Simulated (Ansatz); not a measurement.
TiAl3 (D022 type, space group I4/mmm)

```xyz
4
Lattice="-1.9229 1.9229 4.3099 1.9229 -1.9229 4.3099 1.9229 1.9229 -4.3099" Properties=species:S:1:pos:R:3 pbc="T T T"
Al     0.0000     0.0000     4.3099
Al     0.0000     1.9229     2.1549
Al     1.9229     0.0000     2.1549
Ti     0.0000     0.0000     0.0000
```

E(V) scan at fixed shape, V₀ the volume above. Symmetry pins the atoms to their sites.

Computed with PBE (plane waves to 420 eV, PAW, scalar-relativistic; Ansatz, a first-principles code). k mesh 18×18×18 (Γ-centred), Fermi-Dirac smearing 0.05 eV. Energies are smeared free energies. TiAl3 is run without spin polarisation. TiAl3 was relaxed with its symmetry unable to fall. ΔE is measured from the relaxed starting cell.

Problem. What ΔE (kJ/mol of atoms) does the calculation give at V/V₀ = 0.940, 0.970, 0.985, 1.015, 1.045, 1.060?

Solution. 
```tsv
V/V₀	ΔE (kJ/mol of atoms)
0.940	2.0
0.970	0.5
0.985	0.1
1.015	0.1
1.045	1.0
1.060	1.7
```

(Under strain, the slope of the energy per volume gives the stress and its curvature an elastic modulus.)
